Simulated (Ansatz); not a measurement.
Given:

Starting cell, TiB$_{2}$ (AlB2 type, space group P6/mmm):

```
CELL_PARAMETERS angstrom
      3.02469     0.00000     0.00000
     -1.51235     2.61946     0.00000
      0.00000     0.00000     3.22263
ATOMIC_POSITIONS crystal
  Ti 0.00000 0.00000 0.00000
  B  0.33333 0.66667 0.50000
  B  0.66667 0.33333 0.50000
```

Scan: atom 1 (Ti, nearest neighbour B at 2.376 Å; its periodic images, 3.0 Å or more away, move with it) is displaced along Cartesian [110], direction (0.707, 0.707, 0.000) in Cartesian axes, by s. The other atoms stay.

Level of theory: r2SCAN (plane waves to 500 eV, PAW, scalar-relativistic; Ansatz, an electronic-structure program). k mesh 14×14×12 (Γ-centred), Fermi-Dirac smearing 0.05 eV. E stands for the smeared free energy. With partly filled bands, energies and forces of such displacements shift with the k mesh and the smearing. TiB2 is run without spin polarisation. TiB2 was relaxed with its symmetry unable to fall. The zero of ΔE is the undisplaced structure.

The scan covers s from -0.710 to 0.710 Å in 11 points.

Question: Is this a single well or a double well?

Answer: A single well with its minimum at or next to zero displacement.

Question: Is the energy the same for equal positive and negative displacements?

Answer: Even: the same for both signs. With its periodic images moving along, the atom's site symmetry in this cell is 6/mmm.

Question: What force acts on the atom along the line at s = -0.710 Å?

Answer: 7.21 eV/Å.

Question: What is the energy change at s = 0.710 Å?

Answer: 3131 meV/cell.

Question: What is the force constant k = d²E/ds² of this move at s = 0?

Answer: 14.7 eV/Å².

(A displaced cell: forces are minus the slopes of the energy, force constants its curvatures, and phonons follow from these.)
